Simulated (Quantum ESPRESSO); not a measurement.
**Band energies of RbCaH3**

```
CELL_PARAMETERS angstrom
      4.52097     0.00000     0.00000
      0.00000     4.52097     0.00000
      0.00000     0.00000     4.52097
ATOMIC_POSITIONS crystal
  H  0.50000 0.00000 0.50000
  H  0.00000 0.50000 0.50000
  H  0.50000 0.50000 0.00000
  Ca 0.50000 0.50000 0.50000
  Rb 0.00000 0.00000 0.00000
```

LDA (Quantum ESPRESSO, PseudoDojo norm-conserving, 74 Ry, no spin-orbit coupling); path ΓXMΓRX,MR; energies in eV from the valence-band maximum.

```csv
k (1/Å),point,band 7,band 8,band 9,band 10,band 11,band 12,band 13,band 14
0.00,Γ,-9.30,-9.30,-2.85,-0.40,-0.40,5.92,5.92,5.92
0.46,,-9.29,-9.29,-2.02,-0.48,-0.22,5.54,5.54,5.78
0.69,X,-9.29,-9.29,-1.53,-0.75,-0.15,5.44,5.44,5.68
0.93,,-9.34,-9.29,-1.43,-0.59,-0.15,4.40,5.27,5.49
1.39,M,-9.46,-9.27,-1.20,0.00,0.00,2.92,4.83,4.83
1.55,,-9.45,-9.27,-1.24,-0.13,-0.03,3.15,4.89,4.93
1.88,,-9.39,-9.29,-1.93,-0.31,-0.21,4.41,5.32,5.57
2.21,,-9.32,-9.30,-2.73,-0.38,-0.37,5.81,5.83,5.96
2.37,Γ,-9.30,-9.30,-2.85,-0.40,-0.40,5.92,5.92,5.92
2.72,,-9.33,-9.33,-2.36,-0.30,-0.30,5.19,5.46,5.46
3.06,,-9.39,-9.39,-1.26,-0.19,-0.19,3.90,4.63,4.63
3.58,R,-9.44,-9.44,-0.21,-0.21,-0.21,4.23,4.23,4.23
3.86,,-9.41,-9.41,-0.57,-0.21,-0.17,3.89,4.29,4.40
4.14,,-9.35,-9.35,-1.15,-0.34,-0.19,4.00,4.53,4.87
4.56,X,-9.29,-9.29,-1.53,-0.75,-0.15,5.44,5.44,5.68
4.56,M,-9.46,-9.27,-1.20,0.00,0.00,2.92,4.83,4.83
4.73,,-9.46,-9.30,-1.08,-0.03,-0.03,3.08,4.72,4.72
5.25,R,-9.44,-9.44,-0.21,-0.21,-0.21,4.23,4.23,4.23
```

The LDA gap is direct, 2.92 eV at M.

The cell is held in this high symmetry; tilts and polar distortions were not searched.

Geometry of the Materials Project entry, not relaxed at this level.
